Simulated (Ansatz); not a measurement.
CdSe:
```
CELL_PARAMETERS angstrom
      0.00000     3.09813     3.09813
      3.09813     0.00000     3.09813
      3.09813     3.09813     0.00000
ATOMIC_POSITIONS crystal
  Se 0.75000 0.75000 0.75000
  Cd 0.00000 0.00000 0.00000
```

Relaxed with PBE.

**Question.** Map the electron localisation function on the plane through (0.750, 0.750, 0.750) spanned by u = [1, 0, 0] and v = [-1, 1, 1] in lattice vectors, from the program Ansatz at the PBE level (PAW).

**Answer.** x is the fraction of u, y of v (the angle between them is 90°; rows are the nearest grid lines); atoms in the plane: Se at (0.00, 0.00), Cd at (0.50, 0.25).
```
| .=#%%#*-.....-*#%%#=. |
|.:+#%%#*-.. ..-*#%%#+:.|
|##%%%#*+:.   .:+*#%%%##|
|%%%%##+=:     :=+##%%%%|
|%%%##*=:.     .:=*##%%%|
|***+=:.         .:=+***|
|==--:.           .:--==|
|::..               ..::|
|                       |
|                       |
|                       |
|           .           |
|       .........       |
|     ....:::::....     |
|    ...::-----::...    |
|    ..::-==+==-::..    |
|::....:-+*%%%*+-:....::|
|==-:..:=+#@@@#+=:..:-==|
|**+=:.:-+#%@%#+-:.:=+**|
|%%%#*-.:-=+++=-:.-*#%%%|
|%%%%%+:.:-===-:.:+%%%%%|
|##%%%#=:.:::::.:=#%%%##|
|.:+#%%#+:.....:+#%%#+:.|
| .=#%%#*-.....-*#%%#=. |
```
Scale: ten equal steps from 0.005 (start of ' ') to 0.918 (end of '@'), in the order ' .:-=+*#%@'; x runs from 0.000 to 1.00, y from 0.000 (bottom) to 1.00 (top).

The density is the valence pseudo-density with augmentation charge, so density and ELF within about 1 Å of a nucleus are not all-electron values.

Space group F-43m (zinc blende). The PBE relaxation kept the symmetry of its start; phonons on a q-mesh show no instability.

Potentials: the later of the program's two PAW sets.
